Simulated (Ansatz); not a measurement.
CoO:
```yaml
crystal:
  lattice:
    - [3.16073, 0.00000, 0.00000]
    - [0.00000, 3.16073, 0.00000]
    - [0.00000, 0.00000, 4.22654]
  atoms:
    - { symbol: Co, position: [0.00000, 0.00000, 0.00000] }
    - { symbol: O, position: [0.50000, 0.00000, 0.25000] }
    - { symbol: Co, position: [0.50000, 0.50000, 0.50000] }
    - { symbol: O, position: [0.00000, 0.50000, 0.75000] }
```
The run is spin-polarised; directions of the spins, atom by atom: ↑ 0 ↓ 0.

Relaxed with PBEsol. Special points in fractions of this cell's reciprocal vectors: Γ (0.000, 0.000, 0.000); X (0.000, 0.500, 0.000); M (0.500, 0.500, 0.000); Z (0.000, 0.000, 0.500); R (0.000, 0.500, 0.500); A (0.500, 0.500, 0.500).

Task: List the band energies nearest the Fermi level at these points for the program Ansatz at the PBEsol level (PAW).

Result: In eV from the Fermi level; about four levels below and three above (degenerate sets whole), none deeper than 8.9 eV; points with the same levels are listed once.

```json
[
 {"k": "Γ ↑", "below": "-1.04 -1.04 -0.81 -0.45", "above": "0.10 1.52 1.72 1.72"},
 {"k": "X ↑", "below": "-2.08 -1.92 -1.32 -0.63", "above": "0.30 0.32 0.43"},
 {"k": "M ↑", "below": "-0.57 -0.44 -0.32 -0.32", "above": "0.47 5.63 5.63"},
 {"k": "Z ↑", "below": "-2.09 -0.86 -0.55 -0.55", "above": "0.21 1.30 1.44 1.44"},
 {"k": "R ↑", "below": "-1.32 -1.23 -0.71 -0.19", "above": "0.44 1.06 1.25"},
 {"k": "A ↑", "below": "-1.84 -0.54 -0.28 -0.28", "above": "0.24 0.61 7.40 7.40"}
]
```

Space group I-4m2. The start of the workflow was typed in or built on a structure type; neither database checked (COD, Materials Project) lists it. It is not the phase usual at ambient conditions (space group No. 225). Symmetry was held in the PBEsol relaxation, as lowered by the spin order; its stability against distortions is not shown here. Magnetic state: antiferromagnetic, chosen from 5 collinear starts compared on coarse meshes (ties went to the first, and starts can fall back to one state), not a proven ground state. No Hubbard U is applied. The compound may be a true metal, but semilocal functionals without U, or a wrong spin order, can also close a gap. Point labels and valley counts follow the cell and symmetry of the run, lower than the named group.

Potentials: the earlier of the program's two PAW sets. The files were generated under PBE; for other functionals the program regenerates the frozen cores, and for LDA and PBEsol the local potential too.
